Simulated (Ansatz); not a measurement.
## Zn4Se3S (Pmm2) at 2 levels of theory

One geometry, relaxed with PBE; plane waves with PAW potentials in Ansatz, scalar-relativistic. No spin polarisation. Gaps are the least over mesh and band path; pressure is positive in compression.

```cif
data_structure
_symmetry_space_group_name_H-M 'Pmm2'
_symmetry_Int_Tables_number 25
_cell_length_a 4.0015
_cell_length_b 8.0089
_cell_length_c 5.6569
_cell_angle_alpha 90.000
_cell_angle_beta 90.000
_cell_angle_gamma 90.000
_cell_volume 181.29
loop_
_atom_site_label
_atom_site_type_symbol
_atom_site_symmetry_multiplicity
_atom_site_Wyckoff_symbol
_atom_site_fract_x
_atom_site_fract_y
_atom_site_fract_z
_atom_site_occupancy
Zn1 Zn 2 g 0.00000 0.74071 0.99347 1
Zn2 Zn 1 d 0.50000 0.50000 0.51769 1
Zn3 Zn 1 c 0.50000 0.00000 0.49475 1
Se1 Se 2 h 0.50000 0.74483 0.25012 1
Se2 Se 1 a 0.00000 0.00000 0.75089 1
S1 S 1 b 0.00000 0.50000 0.74947 1
```

```
level  cutoff (eV)  k mesh  gap (eV)  pressure (GPa)
  PBE          420   8×4×6      1.28             0.0
```

Question: What comes out on the same cell with PBEsol?

Answer:
```json
{"level": "PBEsol", "cutoff (eV)": "420", "k mesh": "8×4×6", "gap (eV)": "1.16", "pressure (GPa)": "-3.1"}
```

It was reached by relaxing an invented guess, and it needn't be the stable form of this composition.
